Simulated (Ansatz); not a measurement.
Re:
```
CELL_PARAMETERS angstrom
      2.76091     0.00000     0.00000
     -1.38045     2.39102     0.00000
      0.00000     0.00000    13.35624
ATOMIC_POSITIONS crystal
  Re 0.00000 0.00000 0.66668
  Re 0.33333 0.66667 0.83308
  Re 0.00000 0.00000 0.00000
  Re 0.33333 0.66667 0.16692
  Re 0.00000 0.00000 0.33332
  Re 0.66667 0.33333 0.50000
```

Relaxed with r²SCAN.

Map the valence electron density (e/Å³), cut off at 5 on the plane through (0.000, 0.000, 0.667) spanned by u = [1, 1, 0] and v = [1, -1, 0] in lattice vectors, from r²SCAN (plane waves, PAW; program Ansatz).

x is the fraction of u, y of v (the angle between them is 90°; rows are the nearest grid lines); atoms in the plane: Re at (0.00, 0.00), Re at (0.50, 0.50).
```
y \ x   0.000  0.0625  0.188  0.250  0.375  0.438  0.562  0.625  0.750  0.812  0.938   1.00
------  -----  ------  -----  -----  -----  -----  -----  -----  -----  -----  -----  -----
1.00     5.00    5.00   5.00   2.86  0.656  0.461  0.461  0.656   2.86   5.00   5.00   5.00
0.917    5.00    5.00   3.31   1.76  0.525  0.409  0.409  0.525   1.76   3.31   5.00   5.00
0.833    1.76    1.62  0.887  0.615  0.390  0.356  0.356  0.390  0.615  0.887   1.62   1.76
0.750   0.438   0.435  0.420  0.418  0.428  0.436  0.436  0.428  0.418  0.420  0.435  0.438
0.708   0.361   0.366  0.409  0.456  0.615  0.696  0.696  0.615  0.456  0.409  0.366  0.361
0.625   0.356   0.373  0.610   1.03   2.86   3.73   3.73   2.86   1.03  0.610  0.373  0.356
0.542   0.406   0.445   1.17   2.53   5.00   5.00   5.00   5.00   2.53   1.17  0.445  0.406
0.458   0.407   0.445   1.17   2.53   5.00   5.00   5.00   5.00   2.53   1.17  0.445  0.407
0.375   0.357   0.374  0.611   1.03   2.86   3.73   3.73   2.86   1.03  0.611  0.374  0.357
0.292   0.362   0.367  0.410  0.457  0.615  0.695  0.695  0.615  0.457  0.410  0.367  0.362
0.250   0.439   0.436  0.421  0.418  0.427  0.435  0.435  0.427  0.418  0.421  0.436  0.439
0.167    1.76    1.62  0.887  0.615  0.389  0.355  0.355  0.389  0.615  0.887   1.62   1.76
0.0833   5.00    5.00   3.32   1.76  0.523  0.408  0.408  0.523   1.76   3.32   5.00   5.00
0.000    5.00    5.00   5.00   2.86  0.656  0.461  0.461  0.656   2.86   5.00   5.00   5.00
```

The density is the valence pseudo-density with augmentation charge, so density and ELF within about 1 Å of a nucleus are not all-electron values.

Space group P-6m2. The start of the workflow was typed in or built on a structure type; neither database checked (COD, Materials Project) lists it. It is not the phase usual at ambient conditions (space group No. 194). The cell was relaxed with r²SCAN under the symmetry of its start; whether a distortion lowers the energy is not shown. No spin polarisation was allowed. Spin–orbit coupling is left out wherever it is not named.

Potentials: the later of the program's two PAW sets.
